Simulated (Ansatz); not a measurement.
The relaxed structure here is a generated cell of Al2Cu: the first start was made by a random draw of sites in a space group, and the end was not matched to a known phase here, so it may be hypothetical. Known forms of Al2Cu include space group No. 140.

The end point of a relaxation of Al₂Cu. These are r2SCAN (plane waves to 500 eV, PAW, scalar-relativistic; Ansatz, a first-principles code) values and carry that method's errors.

```xyz
9
Lattice="5.3136 3.0678 1.5036 -5.3136 3.0678 1.5036 0.0000 -6.1356 1.5036" Properties=species:S:1:pos:R:3 pbc="T T T"
Al    -1.3171     0.7604     3.4549
Al     1.3171     0.7604     3.4549
Al     0.0000    -1.5208     3.4549
Al    -2.5183     1.4539     1.1450
Al     2.5183     1.4539     1.1450
Al     0.0000    -2.9078     1.1450
Cu     1.8559    -1.0715     1.8236
Cu    -1.8559    -1.0715     1.8236
Cu     0.0000     2.1430     1.8236
```

**Question.** Determine the symmetry and give the standard cell with its independent sites.

**Answer.** Space group R3m, hexagonal axes (No. 160); a = b = 10.627 Å, c = 4.511 Å, α = β = 90.00°, γ = 120.00°

```
atom  site  symmetry       x       y       z
----  ----  --------  ------  ------  ------
Al      9b        .m  0.5840  0.1681  0.0992
Al      9b        .m  0.3160  0.1580  0.2538
Cu      9b        .m  0.1005  0.5502  0.0709
```

**Question.** Give the shortest distances between elements (the closest pairs, up to four, under 3.6 Å).

**Answer.** Al–Cu 2.44 Å; Al–Al 2.60 Å.

- Volume per atom: 16.34 Å³
- Density: 3.98 g/cm³
- Band gap: zero (metallic)

No spin polarisation in the result.

The run could not lose the symmetry of its start, so the end can be a saddle point.
